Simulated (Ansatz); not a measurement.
Calculation for TaSi (anti NiAs type): DFT, PBE, all-electron LAPW, scalar-relativistic (Ansatz 0.2.0). This run: single point at the cell that PAW relaxed from the anti NiAs type at 430 GPa.

The cell comes from a relaxation on PAW files under the same functional, begun from a prototype that needn't be the stable phase.

Command: `ansatz run input.yaml --threads 1 --pin off --max-ram 3584MiB --backend cpu --events-out ev --progress --plain --runs-dir out` It took 2.3 min on 1 thread of Arm Neoverse V2, with other jobs on the host, peak memory 1 GiB.

```yaml
crystal:
  lattice:
    - [3.0926852922, 0.0, 0.0]
    - [-1.5463426461, 2.678344029, 0.0]
    - [0.0, 0.0, 4.1358377199]
  atoms:
    - { symbol: Si, position: [0.0, 0.0, 0.0] }
    - { symbol: Si, position: [0.0, 0.0, 0.5] }
    - { symbol: Ta, position: [0.3333333333, 0.6666666667, 0.25] }
    - { symbol: Ta, position: [0.6666666667, 0.3333333333, 0.75] }
kpoints:
  mp_grid: { grid: [12, 12, 7] }
scf:
  occupations: { method: fermi_dirac, width: 0.1 }
hamiltonian:
  xc: pbe
  pseudopotentials: { kind: all_electron, lapw: { basis_error: 0.0005 } }
output:
  forces: true
  stress: true
  eigenvalues: true
  populations: true
```

Output:

```
Si: projections on atomic orbitals take those of the free atom 1s2 2s2 2p6 3s2 3p2, of charge +0.00 (hamiltonian.pseudopotentials.projection_atoms)
Ta: projections on atomic orbitals take those of the free atom 1s2 2s2 2p6 3s2 3p6 3d10 4s2 4p6 4d10 4f14 5s2 5p6 5d3 6s2, of charge +0.00 (hamiltonian.pseudopotentials.projection_atoms)
LAPW: plane waves up to 11.342 Å⁻¹, error target 5.0e-4 eV per atom; small_component_spin mean_spin; Si in spheres of 0.907 Å, 12 of its electrons in bands, Dirac shells []; Ta in spheres of 1.156 Å, 45 of its electrons in bands, Dirac shells [] (how accurate: hamiltonian.pseudopotentials.lapw.basis_error, Limitations)
Engine: ansatz 0.2.0
Pseudopotentials: kind: all_electron
Pseudopotential: Si, LAPW, valence charge 12, lapw/all_electron/scalar/gaussian/Si, Koelling and Harmon's equation, gaussian nucleus
Pseudopotential: Ta, LAPW, valence charge 45, lapw/all_electron/scalar/gaussian/Ta, Koelling and Harmon's equation, gaussian nucleus
Functional definition: PBE
  parameter kappa = 0.804
  parameter beta = 0.06672455060314922
  exchange = pbe_x(kappa = kappa, mu = beta*pi^2/3)
  correlation = pbe_c(beta = beta)
Crystal: 4 atoms, lattice volume = 34.258 Å³
Basis set: ecut = 490.118186233718 eV, 855 PW (Γ), exchange–correlation at level 2
Bands: 69, of which v1, the nominal top of the filled ones, is band 57 counted from 1 (56 counted from 0)
Symmetry: 24 space group operations
Space group: P63/mmc (ITA 194), of the structure as read, at distance tolerance 3.2e-5 Å
k-points: 76 of 1008
Non-local potential: Si, projectors of the file, none
Non-local potential: Ta, projectors of the file, none
Initial density: superposition of atomic densities (chi_scale 0.1, normalization cell, long waves kept (reshape's long-wave potential 0.00 eV rms))
Initial wavefunctions: plane waves of lowest kinetic energy (no species holds an atomic orbital)
Functional: x = pbe(κ = 0.804, μ = 0.2195149727645171), c = pbe(β = 0.06672455060314922)
iter 1 solved again at ethr=1.21e-3 eV; its pass at ethr=1.00e-1 eV (dr2=1.38e0 eV) is discarded
SCF iter   1: F=—  HF=-864898.611095 eV  |F-HF|=—  |Δ(HF+E_count)|=         —  Δρ=6.17e-2  dr2=1.38e0  ethr=1.21e-3  ⟨swp⟩=2.0  Hψ=33352  notcnv=0
preconditioner: auto → Kerker (q_TF=auto, 3.334 Å⁻¹)  [metal: Δε(μ)=0.028 eV  Ē_g=25.544 eV  σ=0.100 eV  W_gap=0.07  n_scr=22 (ndim 8)  ℏωp=48.3 eV  f_vac=0.000  D(μ)=1.37/eV (n_scr^D=8)]
SCF iter   2: F=—  HF=-864897.995868 eV  |F-HF|=—  |Δ(HF+E_count)|=   6.15e-1  Δρ=3.80e-2  dr2=5.50e-1  ethr=1.21e-3  ⟨swp⟩=2.0  Hψ=15961  notcnv=0
SCF iter   3: F=—  HF=-864897.811798 eV  |F-HF|=—  |Δ(HF+E_count)|=   1.84e-1  Δρ=3.05e-2  dr2=3.80e-1  ethr=4.83e-4  ⟨swp⟩=2.0  Hψ=15011  notcnv=0
SCF iter   4: F=—  HF=-864897.714003 eV  |F-HF|=—  |Δ(HF+E_count)|=   9.78e-2  Δρ=1.57e-2  dr2=1.06e-1  ethr=3.33e-4  ⟨swp⟩=2.0  Hψ=15355  notcnv=0
iter 5 solved again at ethr=4.68e-6 eV; its pass at ethr=9.26e-5 eV (dr2=5.34e-3 eV) is discarded
SCF iter   5: F=—  HF=-864897.675338 eV  |F-HF|=—  |Δ(HF+E_count)|=         —  Δρ=3.45e-3  dr2=5.34e-3  ethr=4.68e-6  ⟨swp⟩=2.0  Hψ=26286  notcnv=0
the basis was enlarged: its passes take 784.0 KiB over the memory plan, 1 of 1 planned eigensolver slots
SCF iter   6: F=—  HF=-864897.673608 eV  |F-HF|=—  |Δ(HF+E_count)|=   1.73e-3  Δρ=7.61e-4  dr2=1.85e-4  ethr=4.68e-6  ⟨swp⟩=2.6  Hψ=15178  notcnv=0
SCF iter   7: F=—  HF=-864897.673578 eV  |F-HF|=—  |Δ(HF+E_count)|=   3.00e-5  Δρ=2.22e-4  dr2=1.33e-5  ethr=1.63e-7  ⟨swp⟩=2.1  Hψ=15120  notcnv=0
SCF iter   8: F=—  HF=-864897.673579 eV  |F-HF|=—  |Δ(HF+E_count)|=   4.63e-7  Δρ=4.09e-5  dr2=4.92e-7  ethr=1.17e-8  ⟨swp⟩=2.0  Hψ=15111  notcnv=0
SCF iter   9: F=—  HF=-864897.673578 eV  |F-HF|=—  |Δ(HF+E_count)|=   3.20e-7  Δρ=1.98e-5  dr2=1.38e-7  ethr=4.32e-10  ⟨swp⟩=2.1  Hψ=15113  notcnv=0
SCF iter  10: F=-864897.673578 eV  HF=-864897.673578 eV  |F-HF|=8.27e-9  |Δ(HF+E_count)|=   2.27e-8  Δρ=6.62e-6  dr2=1.60e-8  ethr=1.21e-10  ⟨swp⟩=2.0  Hψ=15106  notcnv=0
SCF 1 converged in 10 iterations: F = -864897.673578 eV  dr2 = 1.60e-8
SCF converged after 10 iterations
Free energy (F): -864897.673578 eV
Harris-Foulkes:  -864897.673578 eV  (|F-HF|=8.27e-9)
Internal energy: -864897.628207 eV  (E = F + TS)
E sigma→0 (E₀):  -864897.650893 eV
Entropy (-TS):   -0.045371 eV (-11.343 meV/atom)
Fermi energy:    38.331300 eV
--- Per-component energies (eV) ---
  E_band       = -9777.200821
  E_kinetic    = 963943.501883
  E_xc         = -18433.632291
  E_electrostatic = -1810407.497799  (all electrons and nuclei)
  E_smearing   = -0.045371  (= −TS)
  E_closure    = 0.000000  (closes the sum)
  E_atoms      = -864892.452879  (free atoms, spherical and without spin; not in F)
  Σ components = -864897.673578   (vs F -864897.673578, Δ=0.00e0)
  Basis errors (estimates in eV, not in F): energy 1.7e-4 per atom: plane waves 1.5e-4 (8.0e-5 summed), levels above the bands 1.3e-61, relativity 2.1e-8, radial functions 2.1e-5, core shells 1.2e-11; eigenvalues (radial functions only) 1.6e-6; not estimated: angular momenta, meshes, grids; target (lapw.basis_error) 5.0e-4; muffin-tin radii Si 0.907 Å, Ta 1.156 Å
--- Forces (eV/Å), atoms counted from 1 ---
  atom   1  Si    -0.00000000    -0.00000000    -0.00000000
  atom   2  Si     0.00000000     0.00000000     0.00000000
  atom   3  Ta     0.00000000     0.00000000     0.00000000
  atom   4  Ta     0.00000000    -0.00000000     0.00000000
  max |Σ_I F_I| component: 7.40e-17 eV/Å
--- Stress (GPa, compression-positive) ---
      423.041196       0.000000       0.000000
        0.000000     423.041196       0.000000
        0.000000       0.000000     424.000512
  P = ⅓ Tr σ = 423.3610 GPa (4233.610 kbar)
--- Band table (eV; the first three rows and the last of 76) ---
  k-point 0: bands = ["-495.6360", "-495.6360", "-356.1430", "-356.1430", "-356.1430", "-356.1430", "-356.1255", "-356.1255", "-177.6836", "-177.6836", "-177.6836", "-177.6836", "-177.6719", "-177.6719", "-177.6606", "-177.6606", "-177.6605", "-177.6605", "-95.7467", "-95.7215", "-51.8027", "-51.7136", "-51.7136", "-51.6972", "-51.6972", "-51.6484", "-29.4265", "-29.0879", "2.2175", "3.3376", "3.3376", "3.8848", "3.8848", "4.6837", "19.1741", "19.2528", "19.2727", "19.2727", "19.3019", "19.3322", "19.3322", "19.3344", "19.3344", "19.3542", "19.3727", "19.3801", "19.3949", "19.3949", "22.2466", "26.6452", "31.5224", "31.5224", "34.0543", "34.0543", "34.4296", "34.4296", "35.0538", "35.2431", "37.1014", "37.1014", "40.8113", "46.8128", "49.4553", "49.7686", "49.7686", "52.9561", "52.9561", "54.8190", "55.6133"]
  k-point 1: bands = ["-495.6360", "-495.6360", "-356.1430", "-356.1430", "-356.1430", "-356.1430", "-356.1255", "-356.1255", "-177.6836", "-177.6836", "-177.6836", "-177.6836", "-177.6719", "-177.6719", "-177.6606", "-177.6606", "-177.6605", "-177.6605", "-95.7455", "-95.7227", "-51.7951", "-51.7127", "-51.7127", "-51.6980", "-51.6980", "-51.6561", "-29.4101", "-29.1050", "2.3214", "3.3641", "3.3641", "3.8571", "3.8571", "4.5369", "19.1786", "19.2482", "19.2679", "19.2679", "19.3059", "19.3184", "19.3184", "19.3465", "19.3465", "19.3551", "19.3718", "19.3763", "19.4046", "19.4046", "22.5225", "26.5463", "31.3227", "31.3227", "33.4027", "33.4027", "34.7229", "35.0382", "35.0382", "35.1903", "37.9726", "37.9726", "41.3605", "45.4057", "48.1153", "48.1153", "51.0674", "52.7843", "53.5107", "53.5107", "54.7272"]
  k-point 2: bands = ["-495.6360", "-495.6360", "-356.1430", "-356.1430", "-356.1430", "-356.1430", "-356.1255", "-356.1255", "-177.6836", "-177.6836", "-177.6836", "-177.6836", "-177.6719", "-177.6719", "-177.6605", "-177.6605", "-177.6605", "-177.6605", "-95.7420", "-95.7262", "-51.7738", "-51.7105", "-51.7105", "-51.7003", "-51.7003", "-51.6776", "-29.3639", "-29.1528", "2.6203", "3.4386", "3.4386", "3.7798", "3.7798", "4.1437", "19.1897", "19.2362", "19.2623", "19.2623", "19.2945", "19.2945", "19.3172", "19.3577", "19.3659", "19.3693", "19.3719", "19.3719", "19.4157", "19.4157", "23.2799", "26.1616", "31.0881", "31.0881", "32.3815", "32.3815", "34.2418", "34.9701", "36.4627", "36.4627", "39.4011", "39.4011", "42.4128", "43.9378", "46.0499", "46.0499", "50.4729", "50.4729", "50.8439", "52.0704", "57.3552"]
  k-point 75: bands = ["-495.6360", "-495.6360", "-356.1430", "-356.1430", "-356.1430", "-356.1430", "-356.1255", "-356.1255", "-177.6836", "-177.6836", "-177.6836", "-177.6836", "-177.6719", "-177.6719", "-177.6605", "-177.6605", "-177.6605", "-177.6605", "-95.7367", "-95.7311", "-51.7415", "-51.7098", "-51.7098", "-51.7076", "-51.7057", "-51.7057", "-29.1960", "-29.1960", "2.4392", "2.4392", "2.7288", "3.0057", "4.1876", "4.1876", "19.2665", "19.2665", "19.2951", "19.3162", "19.3193", "19.3193", "19.3250", "19.3250", "19.3376", "19.3401", "19.3401", "19.3425", "19.3930", "19.3930", "27.7167", "28.0511", "30.1342", "30.1342", "33.4569", "33.7963", "33.7963", "35.3388", "37.5198", "37.5198", "40.3025", "40.3025", "44.7032", "44.7032", "45.7615", "45.9557", "49.6289", "49.6289", "51.8378", "51.8378", "52.5956"]
--- Löwdin populations: 4 sites ---
  site symbol       q [e]
     0     Si     13.2998
     1     Si     13.2998
     2     Ta     73.5326
     3     Ta     73.5326
  spilling = 0.001927 (of n_electrons = 174.000000)
```

populations.tsv:

```
# site	symbol	l	j	q
# orbitals = lowdin
# n_electrons = 174.000000
# spilling = 0.001927
# projection_atom_Si: 1s2 2s2 2p6 3s2 3p2
# projection_atom_Ta: 1s2 2s2 2p6 3s2 3p6 3d10 4s2 4p6 4d10 4f14 5s2 5p6 5d3 6s2
0	Si	0_1S	-	1.999228
0	Si	0_2S	-	1.943179
0	Si	0_3S	-	0.841423
0	Si	1_2P	-	5.984820
0	Si	1_3P	-	2.531106
1	Si	0_1S	-	1.999228
1	Si	0_2S	-	1.943179
1	Si	0_3S	-	0.841423
1	Si	1_2P	-	5.984820
1	Si	1_3P	-	2.531106
2	Ta	0_1S	-	1.999998
2	Ta	0_2S	-	1.999910
2	Ta	0_3S	-	1.998857
2	Ta	0_4S	-	1.988482
2	Ta	0_5S	-	1.842152
2	Ta	0_6S	-	0.455263
2	Ta	1_2P	-	6.000000
2	Ta	1_3P	-	5.999988
2	Ta	1_4P	-	5.999244
2	Ta	1_5P	-	5.903250
2	Ta	2_3D	-	10.000000
2	Ta	2_4D	-	9.999598
2	Ta	2_5D	-	5.358783
2	Ta	3_4F	-	13.987081
3	Ta	0_1S	-	1.999998
3	Ta	0_2S	-	1.999910
3	Ta	0_3S	-	1.998857
3	Ta	0_4S	-	1.988482
3	Ta	0_5S	-	1.842152
3	Ta	0_6S	-	0.455263
3	Ta	1_2P	-	6.000000
3	Ta	1_3P	-	5.999988
3	Ta	1_4P	-	5.999244
3	Ta	1_5P	-	5.903250
3	Ta	2_3D	-	10.000000
3	Ta	2_4D	-	9.999598
3	Ta	2_5D	-	5.358783
3	Ta	3_4F	-	13.987081
```

Next run (single point at the cell that PAW relaxed from the NiAs type at 430 GPa), as changes to the input before:

```diff
   lattice:
-    - [3.0926852922, 0.0, 0.0]
-    - [-1.5463426461, 2.678344029, 0.0]
-    - [0.0, 0.0, 4.1358377199]
+    - [2.3088115909, 0.0, 0.0]
+    - [-1.1544057954, 1.9994894903, 0.0]
+    - [0.0, 0.0, 7.1839841334]
   atoms:
-    - { symbol: Si, position: [0.0, 0.0, 0.0] }
-    - { symbol: Si, position: [0.0, 0.0, 0.5] }
-    - { symbol: Ta, position: [0.3333333333, 0.6666666667, 0.25] }
-    - { symbol: Ta, position: [0.6666666667, 0.3333333333, 0.75] }
+    - { symbol: Ta, position: [0.0, 0.0, 0.0] }
+    - { symbol: Ta, position: [0.0, 0.0, 0.5] }
+    - { symbol: Si, position: [0.3333333333, 0.6666666667, 0.25] }
+    - { symbol: Si, position: [0.6666666667, 0.3333333333, 0.75] }
 kpoints:
```

Command: `ansatz run input.yaml --threads 1 --pin off --max-ram 3584MiB --backend cpu --events-out ev --progress --plain --runs-dir out` It took 2.2 min on 1 thread of Arm Neoverse V2, on a shared host, peak memory 1.1 GiB.

Results part of the output:

```
SCF 1 converged in 9 iterations: F = -864899.879500 eV  dr2 = 6.46e-8
SCF converged after 9 iterations
Free energy (F): -864899.879500 eV
Harris-Foulkes:  -864899.879500 eV  (|F-HF|=6.55e-8)
Internal energy: -864899.843762 eV  (E = F + TS)
E sigma→0 (E₀):  -864899.861631 eV
Entropy (-TS):   -0.035739 eV (-8.935 meV/atom)
Fermi energy:    39.628450 eV
--- Per-component energies (eV) ---
  E_band       = -9587.939465
  E_kinetic    = 963938.912013
  E_xc         = -18433.458482
  E_electrostatic = -1810405.297293  (all electrons and nuclei)
[... lines left out ...]
  P = ⅓ Tr σ = 423.4785 GPa (4234.785 kbar)
--- Band table (eV; the first three rows and the last of 76) ---
  k-point 0: bands = ["-493.8747", "-493.8747", "-354.3830", "-354.3830", "-354.3776", "-354.3776", "-354.3776", "-354.3776", "-175.9272", "-175.9272", "-175.9272", "-175.9272", "-175.9169", "-175.9169", "-175.9169", "-175.9169", "-175.9125", "-175.9125", "-94.2594", "-94.2594", "-50.2477", "-50.2467", "-50.2355", "-50.2355", "-50.2355", "-50.2355", "-28.5132", "-28.5022", "3.5111", "3.8671", "8.2213", "8.2213", "8.2262", "8.2262", "20.6920", "20.6937", "20.9146", "20.9442", "21.0073", "21.0073", "21.0074", "21.0074", "21.1907", "21.1907", "21.1951", "21.1951", "21.3905", "21.3905", "22.0933", "26.0168", "29.8368", "32.5359", "34.6293", "37.8086", "39.1775", "39.1775", "39.2518", "39.2518", "44.7294", "44.7294", "46.1588", "46.1588", "47.1649", "48.1058", "52.9564", "52.9564", "53.5867", "53.8058", "54.5918"]
  k-point 1: bands = ["-493.8747", "-493.8747", "-354.3830", "-354.3830", "-354.3776", "-354.3776", "-354.3776", "-354.3776", "-175.9272", "-175.9272", "-175.9272", "-175.9272", "-175.9169", "-175.9169", "-175.9169", "-175.9169", "-175.9125", "-175.9125", "-94.2594", "-94.2594", "-50.2476", "-50.2467", "-50.2355", "-50.2355", "-50.2355", "-50.2355", "-28.5127", "-28.5028", "3.5280", "3.8487", "8.2215", "8.2215", "8.2259", "8.2259", "20.6921", "20.6936", "20.9153", "20.9408", "21.0074", "21.0074", "21.0074", "21.0074", "21.1909", "21.1909", "21.1949", "21.1949", "21.3905", "21.3905", "22.2229", "25.6430", "30.2131", "32.5071", "34.7017", "37.5807", "39.1812", "39.1812", "39.2481", "39.2481", "44.7839", "44.7839", "46.0628", "46.0628", "47.2209", "48.0810", "53.1333", "53.1333", "53.6326", "53.8789", "54.7085"]
  k-point 2: bands = ["-493.8747", "-493.8747", "-354.3830", "-354.3830", "-354.3776", "-354.3776", "-354.3776", "-354.3776", "-175.9272", "-175.9272", "-175.9272", "-175.9272", "-175.9169", "-175.9169", "-175.9169", "-175.9169", "-175.9125", "-175.9125", "-94.2594", "-94.2594", "-50.2475", "-50.2469", "-50.2355", "-50.2355", "-50.2355", "-50.2355", "-28.5111", "-28.5043", "3.5758", "3.7976", "8.2222", "8.2222", "8.2253", "8.2253", "20.6923", "20.6934", "20.9176", "20.9337", "21.0074", "21.0074", "21.0074", "21.0074", "21.1915", "21.1915", "21.1943", "21.1943", "21.3905", "21.3905", "22.6004", "24.8386", "30.9863", "32.4027", "34.9517", "36.9738", "39.1915", "39.1915", "39.2378", "39.2378", "44.9429", "44.9429", "45.8147", "45.8147", "47.3763", "47.9895", "53.5995", "53.5995", "53.7598", "54.0165", "55.0738"]
  k-point 75: bands = ["-493.8747", "-493.8747", "-354.3830", "-354.3830", "-354.3776", "-354.3776", "-354.3776", "-354.3776", "-175.9273", "-175.9273", "-175.9273", "-175.9273", "-175.9163", "-175.9163", "-175.9163", "-175.9163", "-175.9120", "-175.9120", "-94.2469", "-94.2469", "-50.2799", "-50.2798", "-50.2789", "-50.2789", "-50.2372", "-50.2372", "-27.1503", "-27.1500", "3.2366", "3.2366", "3.2480", "3.2480", "5.5081", "5.5402", "20.8779", "20.8779", "20.9802", "20.9802", "20.9860", "20.9860", "21.0469", "21.0469", "21.0531", "21.0531", "21.1443", "21.1491", "21.2402", "21.2402", "30.8404", "30.8404", "31.9859", "31.9859", "32.4460", "33.2606", "36.4394", "36.4394", "38.4613", "38.4613", "42.8847", "42.8847", "43.5618", "44.8855", "44.8855", "45.4846", "52.4568", "52.6125", "53.3022", "53.3022", "55.8391"]
--- Löwdin populations: 4 sites ---
  site symbol       q [e]
     0     Ta     73.3168
     1     Ta     73.3168
     2     Si     13.4971
     3     Si     13.4971
  spilling = 0.002139 (of n_electrons = 174.000000)
```

Spin–orbit coupling is left out, which matters for the heavy atoms.
